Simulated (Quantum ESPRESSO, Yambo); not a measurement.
G0W0 results for BN

```cif
data_B2N2
_chemical_formula_sum 'B2 N2'
_space_group_name_H-M_alt 'P63/mmc'
_space_group_IT_number 194
_space_group_name_Hall '-P 6c 2c'
_cell_length_a 2.50536
_cell_length_b 2.50536
_cell_length_c 6.61027
_cell_angle_alpha 90.000
_cell_angle_beta 90.000
_cell_angle_gamma 120.000
loop_
_atom_site_label
_atom_site_type_symbol
_atom_site_symmetry_multiplicity
_atom_site_Wyckoff_symbol
_atom_site_fract_x
_atom_site_fract_y
_atom_site_fract_z
_atom_site_occupancy
B1 B 2 c 0.33333 0.66667 0.25000 1
N1 N 2 d 0.66667 0.33333 0.25000 1
```

Cell and atoms were relaxed with PBE+D3(BJ) from Materials Project entry mp-984, within its symmetry.

Starting point: PBEsol (Quantum ESPRESSO, PseudoDojo norm-conserving, 84 Ry, without SOC). G0W0 in Yambo: 6×6×2 Γ-centred k mesh, 95 bands and a 10 Ry block in the screening, 95 bands in G with the Bruneval-Gonze terminator, plasmon pole fitted at 27.2 eV.

| Quantity | Result |
|---|---|
| PBEsol gap along the band path | 4.15 eV |
| PBEsol gap between the mesh's edge points (H → M) | 4.19 eV |
| G0W0 gap between the same points | 5.77 eV |
| PBEsol smallest direct gap on the mesh (at H) | 4.59 eV |
| G0W0 direct gap at that point | 6.26 eV |

| k point | band | E PBEsol (eV) | E QP (eV) | shift (eV) | Z |
|---|---|---|---|---|---|
| Γ | VB | -1.27 | -2.40 | -1.14 | 0.81 |
| Γ | CB | 5.11 | 5.53 | 0.42 | 0.85 |
| A | VB | -1.29 | -2.42 | -1.13 | 0.81 |
| A | CB | 7.53 | 8.24 | 0.71 | 0.83 |
| M | VB | -0.42 | -1.32 | -0.91 | 0.80 |
| M | CB | 4.19 | 4.91 | 0.72 | 0.84 |
| L | VB | -0.93 | -1.90 | -0.98 | 0.81 |
| L | CB | 4.67 | 5.45 | 0.78 | 0.83 |
| K | VB | -0.09 | -0.95 | -0.86 | 0.81 |
| K | CB | 4.83 | 5.68 | 0.85 | 0.83 |
| H | VB | 0.00 | -0.85 | -0.85 | 0.81 |
| H | CB | 4.59 | 5.40 | 0.81 | 0.83 |

Energies count from the PBEsol valence-band maximum.

Nearest settings tried, and what they do to the gap: 60 bands in W, 60 bands in G: -7 meV; 8 Ry block (95 vectors against 151): -77 meV. Not varied: mesh. So the settings aren't converged at that level.
